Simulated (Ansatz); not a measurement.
# HgPd at 8 GPa (stress–strain coefficients): relaxed-ion elastic tensor

All numbers below come from Ansatz, DFT LDA, scalar-relativistic, plane waves, PAW. Settings: 420 eV plane-wave cutoff, Γ-centred 14×14×12 mesh, Fermi-Dirac smearing of 0.15 eV. No spin polarisation.

The cell, relaxed at 8 GPa:
```xyz
2
Lattice="2.9463 0.0000 0.0000 0.0000 2.9463 0.0000 0.0000 0.0000 3.6297" Properties=species:S:1:pos:R:3 pbc="T T T"
Hg    0.0000    0.0000    0.0000
Pd    1.4731    1.4731    1.8148
```

In a metal, frequencies and elastic constants depend on the k mesh and the smearing, soft modes and shear constants most. Spin–orbit coupling is left out, which can shift energies with elements as heavy as these. Other phases may be more stable at this pressure.

(1) Give the relaxed-ion elastic constants (GPa, Voigt order xx yy zz yz xz xy, on the axes of the cell above).

(2) Is the crystal stable against homogeneous strain?

(3) And the moduli of a polycrystal (Hill averages)?

## Answers

(1)
```
261.9 164.6 197.2   0.0   0.0   0.0
164.6 261.9 197.2   0.0   0.0   0.0
197.3 197.3 236.4   0.0   0.0   0.0
  0.0   0.0   0.0  88.4   0.0   0.0
  0.0   0.0   0.0   0.0  88.4   0.0
  0.0   0.0   0.0   0.0   0.0  51.5
```

(2) Yes: the least eigenvalue of the tensor is 36.8 GPa.

(3) B = 209 GPa, G = 51 GPa, E = 141 GPa, ν = 0.39.

Cost: 1 run of about 3 core-minutes, on Arm Neoverse V2 (shared hosts).